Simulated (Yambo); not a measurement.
```
K2MgH4
1.0
   -2.00447     2.00447     6.77646
    2.00447    -2.00447     6.77646
    2.00447     2.00447    -6.77646
H Mg K
4 1 2
Direct
  0.00000   0.50000   0.50000
  0.50000   0.00000   0.50000
  0.85195   0.85195   0.00000
  0.14805   0.14805   0.00000
  0.00000   0.00000   0.00000
  0.64392   0.64392   0.00000
  0.35608   0.35608   0.00000
```

Response from Yambo on PBEsol (Quantum ESPRESSO, PseudoDojo norm-conserving, 84 Ry, no spin-orbit coupling) bands: 6×6×6 mesh, 79 bands, 3 Ry local-field block, 0.2 eV broadening.

Problem. Give the static electronic dielectric constant without and with local fields along each axis.

Solution. 
| field along | ε(0), independent particles | ε(0), RPA with local fields | refractive index √ε |
|---|---|---|---|
| x | 3.45 | 3.06 | 1.75 |
| z | 3.44 | 2.97 | 1.72 |
Electronic (clamped-ion) response only. PBEsol gaps are usually too small, which raises these values. Convergence of the RPA response with its 6×6×6 mesh was not tested. x, y and z are Cartesian axes of the cell as given.

Geometry of the Materials Project entry, not relaxed at this level.
